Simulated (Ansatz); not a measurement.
Y2Si:
```yaml
crystal:
  lattice:
    - [4.35231, 0.00000, 0.00000]
    - [0.00000, 4.35231, 0.00000]
    - [0.00000, 0.00000, 8.00618]
  atoms:
    - { symbol: Y, position: [0.00000, 0.00000, 0.00000] }
    - { symbol: Y, position: [0.50000, 0.50000, 0.00000] }
    - { symbol: Y, position: [0.50000, 0.00000, 0.35947] }
    - { symbol: Y, position: [0.00000, 0.50000, 0.64053] }
    - { symbol: Si, position: [0.50000, 0.00000, 0.72816] }
    - { symbol: Si, position: [0.00000, 0.50000, 0.27184] }
```

Relaxed with PBE. Special points in fractions of this cell's reciprocal vectors: Γ (0.000, 0.000, 0.000); X (0.000, 0.500, 0.000); M (0.500, 0.500, 0.000); Z (0.000, 0.000, 0.500); R (0.000, 0.500, 0.500); A (0.500, 0.500, 0.500).

Task: List the band energies nearest the Fermi level at these points for plane-wave PAW PBE (Ansatz code).

Result: In eV from the Fermi level; about four levels below and three above (degenerate sets whole), none deeper than 8.9 eV; points with the same levels are listed once.

```csv
k,below,above
Γ,-0.88 -0.66 -0.35 -0.11,0.13 0.13 1.22
X,-1.23 -1.23 -0.25 -0.25,0.72 0.72 1.37 1.37
M,-1.52 -1.52 -0.42 -0.42,0.26 0.26 0.80 0.80
Z,-0.33 -0.30 -0.13 -0.13,0.39 0.42 1.24 1.24
R,-1.16 -1.16 -0.26 -0.26,1.10 1.10 1.44 1.44
A,-1.53 -1.53 -0.42 -0.42,0.26 0.26 0.42 0.42
```

Space group P4/nmm. A made-up cell: these elements were put on the sites of a structure type; neither database checked (COD, Materials Project) lists it. Whether it is the stable phase at ambient conditions was not checked. The cell was relaxed with PBE under the symmetry of its start; its stability against distortions is not shown here. The run is not spin-polarised. Spin–orbit coupling is left out wherever it is not named.

Potentials: the later of the program's two PAW sets.
